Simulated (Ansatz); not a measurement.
NbIr (L1₀ or tetragonal B2, P4/mmm) at seven volumes, PBEsol in the plane-wave PAW code Ansatz, shape and atoms relaxed at each. One row is withheld.

```
V (Å³/atom)  P (GPa)
-----------  -------
14.158         32.55
14.624         19.91
15.091          9.15
15.558          0.00
16.024             ?
16.491        -14.39
16.958        -19.97
```

Problem. Fit the shown pressures and predict the withheld one.

Solution. P = (3/2)B₀(x^(7/2) − x^(5/2))[1 + (3/4)(B′ − 4)(x − 1)] with x = (V₀/V)^(2/3). Least squares on the six rows gives V₀ = 15.558 Å³/atom, B₀ = 280 GPa, B′ = 4.40. At V = 16.024, x = 0.9805 and P = -7.74 GPa. The run itself gave -7.79 GPa.

The workflow started from an entry of the Crystallography Open Database (COD). Its standing as an ambient phase is unchecked. Symmetry was held in the PBEsol relaxation; its stability against distortions is not shown here. No spin polarisation was allowed. Spin–orbit coupling is left out wherever it is not named.

Potentials: the later of the program's two PAW sets.
